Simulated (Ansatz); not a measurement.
Sb₂Pt (Pa-3), relaxed with PBEsol (Ansatz, a program for electronic structure, plane waves, PAW): a = b = c = 6.462 Å, α = β = γ = 90.00°.

| Item | Value |
|---|---|
| ΔH_f (eV/atom) | -0.50 |
| B₀ by P(V) fit (GPa) | 120 |

Question: The same phase is relaxed and computed with PBE in the same code. What are the cell and these values now?

Answer: a = 6.5531 Å, b = 6.5531 Å, c = 6.5531 Å, α = 90.00°, β = 90.00°, γ = 90.00°.

ΔH_f (eV/atom): -0.47
B₀ by P(V) fit (GPa): 104

All cells were relaxed under the symmetry of their starts (and spin orders); stability against distortions was not tested throughout. Rows with no word on spin ran without spin polarisation. Spin–orbit coupling is left out wherever it is not named.

Potentials: the later of the program's two PAW sets.

Ansatz is a plane-wave DFT program.

Formation energies count from the lowest solids of the elements computed at the same level, not from gases.
